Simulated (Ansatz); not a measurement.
With DFT-PBE in the program Ansatz with PAW potentials, SiC2 in the tetragonal phase (P4_2/mmc; Si on 2e, C on 4i) relaxes to a = 3.181 Å, c = 6.885 Å. Si has 4 nearest neighbours from 1.90 Å (tetrahedral). Against the elements it lies at 0.43 eV/atom, with no fitted shifts.

Electronic character: metallic (no gap).

The bulk modulus is 1550 kbar.

The start of the workflow was typed in or built on a structure type; neither database checked (COD, Materials Project) lists it. Whether it is the stable phase at ambient conditions was not checked. Symmetry was held in the PBE relaxation; whether a distortion lowers the energy is not shown. Its formation energy is positive at this level, so the cell may be metastable or incomplete. The references are the lowest solids computed at this level, not always the standard phases.

Potentials: the later of the program's two PAW sets.
